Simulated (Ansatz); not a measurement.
All numbers below come from Ansatz, DFT PBE, scalar-relativistic, plane waves, PAW. Settings: cutoff 420 eV, Γ-centred meshes spaced at most about 0.3 Å⁻¹ (2π included), Gaussian smearing. No spin polarisation in the final relaxations.

Temperature and zero-point effects are left out. All come from trial cells, and lower structures may exist.

Question: Order these relaxed structures of Al3B2As5 by energy, lowest first, with the energy over the lowest of them.
1. Space group I-4m2 (No. 119), tetragonal, a = 3.751 Å, c = 27.543 Å. Al on a site of symmetry 2mm is surrounded by 4 As at 2.42–2.43 Å; Al on a site of symmetry -4m2 is surrounded by 4 As at 2.42 Å; around B lie 4 As at 2.19–2.20 Å; around As on a site of symmetry 2mm lie 2 B at 2.20 Å and 2 Al at 2.43 Å; 2 more sites not described.
2. Space group I-4m2 (No. 119), tetragonal, a = 3.750 Å, c = 27.685 Å. Around Al on a site of symmetry 2mm lie 4 As at 2.42–2.43 Å; Al on a site of symmetry -4m2 is surrounded by 4 As at 2.43 Å; B has 4 As at 2.20 Å; As on a site of symmetry 2mm has 2 B at 2.20 Å and 2 Al at 2.43 Å; 2 more sites not described.

Answer: 1 (0 meV/atom), 2 (27 meV/atom). Forms: 1 Al and B ordered on zinc blende sites, I-4m2; 2 Al and B ordered on zinc blende sites, I-4m2. Counting As atoms around Al and B (those within 1.25 times the shortest such distance or 1.15 times the sum of covalent radii): cell 1 has Al 4, B 4; cell 2 has Al 4, B 4.

Cells relaxed within their symmetry can be saddle points. Some candidate types were left out of the draw beforehand, so a known form may be missing.
